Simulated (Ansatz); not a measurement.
In AlFe (CsCl type) the Fe atom of the primitive cell, with all its periodic images, is moved by 0.02 Å along x.

```yaml
crystal:
  lattice:
    - [2.87000, 0.00000, 0.00000]
    - [0.00000, 2.87000, 0.00000]
    - [0.00000, 0.00000, 2.87000]
  atoms:
    - { symbol: Fe, position: [0.00697, 0.00000, 0.00000] }
    - { symbol: Al, position: [0.50000, 0.50000, 0.50000] }
```
Lattice in Å, positions in fractions of it.

Level of theory: Ansatz 0.2.0 development build, PBE, plane waves, PAW datasets (generated soft set 1).

Cutoff 420 eV; k-mesh 8×8×8 Γ-centred; Fermi–Dirac smearing of 0.1 eV; no spin polarisation.

What force results, and what does it mean for the zone-centre vibration?

The force on it along the displacement is -0.1617 eV/Å, a force constant of 8.09 eV/Å². With the reduced mass of 18.19 u the zone-centre optical mode lies at 348 cm⁻¹ (10.42 THz) in this finite-step estimate.

| atom | Fx (eV/Å) | Fy (eV/Å) | Fz (eV/Å) |
| --- | --- | --- | --- |
| Fe1 | -0.1617 | 0.0000 | 0.0000 |
| Al2 | 0.1617 | 0.0000 | 0.0000 |

The k-mesh is modest, so these values aren't fully converged in k. Spin polarisation is left out, and a magnetic state may lie lower.
